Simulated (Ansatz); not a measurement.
# Ca3P2: energy along a strain

Ca3P2, Pm-3m, a = 5.310 Å (as given, not relaxed at this level: -1.5 GPa). The structure is a Materials Project entry; whether it is the stable form wasn't checked. Ansatz: PBEsol, PAW, 420 eV, Γ-centred 6×6×6 mesh on 5 atoms, Gaussian smearing 0.03 eV; no spin polarisation. Cell vectors (Å): 5.310 0.000 0.000; 0.000 5.310 0.000; 0.000 0.000 5.310. The cell is strained by x per cent times the pattern (1 0 0 0 0 0) in the order xx yy zz yz xz xy (engineering shears), with fractional coordinates held. y is the free energy over the start, V0 = 29.944 Å³/atom.

| x (%) | y (meV/atom) |
| --- | --- |
| -4.00 | 6.49 |
| -3.00 | 1.22 |
| -2.00 | ? |
| -1.00 | -1.81 |
| 0.00 | 0.00 |
| 1.00 | 3.75 |
| 2.00 | 9.27 |
| 3.00 | 16.38 |
| 3.50 | 20.48 |
| 4.00 | 24.93 |

Fit y = c1 x + c2 x² + c3 x³ to the other rows, get the stiffness along the pattern, and predict the missing energy.

Least squares on the rows shown. y = 2.8062 x + 0.98059 x² − 0.031343 x³. The clamped-ion stiffness p·C·p = 2 × 9.806 eV × 160.2 / 29.944 Å³ = 105 GPa, which is C11 in these axes (second derivative at the start, which stands under stress). At x = -2.00 the fit asked for gives -1.44 meV/atom. The run gave -1.47 meV/atom, so the fit is 0.03 meV/atom too high, within twice the rms miss on the fitted rows (0.02 meV/atom).